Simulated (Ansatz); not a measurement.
BeTe (zinc blende)

```yaml
crystal:
  lattice:
    - [0.00000, 2.82847, 2.82847]
    - [2.82847, 0.00000, 2.82847]
    - [2.82847, 2.82847, 0.00000]
  atoms:
    - { symbol: Te, position: [0.75000, 0.75000, 0.75000] }
    - { symbol: Be, position: [0.00000, 0.00000, 0.00000] }
```

The slice is a {111} plane (indices of the conventional cell) through the point (0.000, 0.000, 0.000) (fractional), spanned by u = [100] and v = [-1 2 0] in vectors of this cell: u (4.00 Å) and v (6.93 Å, at 90° to u). It covers one period; positions are fractions (u, v).

All values below come from r2SCAN (plane waves to 500 eV, PAW, scalar-relativistic; Ansatz, a program for electronic structure). k mesh 10×10×10. These are valence fields of a PAW run, semicore shells included where kept as valence: close to a nucleus they are smooth pseudo fields. BeTe was relaxed with its symmetry unable to fall. Spin-orbit coupling is left out, though Te is heavy.

Q: Predict the map of the electrostatic potential energy of an electron, from the cell's mean on the slice.

A: 
```
|xxxx:=-. .-=:xxx|
|xxxx:.     .:xxx|
|xxx::  xxx  ::xx|
|x-==: xxxxx :==:|
|***+: xxxxx :+**|
|%%%*-  xxx  -*%%|
|@@%#+.     .+#%@|
|@@@%#=.   .=#%@@|
|@@@%#*=-:-=*#%@@|
|@@@%#*=:x:=*#%@@|
|@@@%*-xxxxx-*%@@|
|@@%#=xxxxxxx=#%@|
|%%#*-xxxxxxx-*#%|
|++*+:xxxxxxx:+*+|
| .-=:xxxxxxx:=-.|
|   .:xxxxxxx:.  |
|xx  ::xxxxx::  x|
|xxx :==:x-==: xx|
|xxx :+*****+: xx|
|xx  -*%%%%%*-  x|
|   .+#%@@@%#+.  |
|  .=#%@@@@@%#=. |
|:-=*#%@@@@@%#*=-|
|x:=*#%@@@@@%#*=:|
|xxx-*%@@@@@%*-xx|
|xxxx=#%@@@%#=xxx|
|xxxx-*#%%%#*-xxx|
|xxxx:+*+++*+:xxx|
```
Scale: ten equal steps from -3.00 (start of ' ') to 5.10 (end of '@'), in the order ' .:-=+*#%@'. Values: electrostatic potential energy of an electron, from the cell's mean, in eV. The map has 16 points along u (one character each, u = 0 at the left) and 28 along v (v = 0 in the bottom row). Points within 1 Å of a nucleus are blanked (x), as the pseudised field means little there. Values under -3 eV are set to -3. The zero, the cell's mean, hangs on the PAW cores.
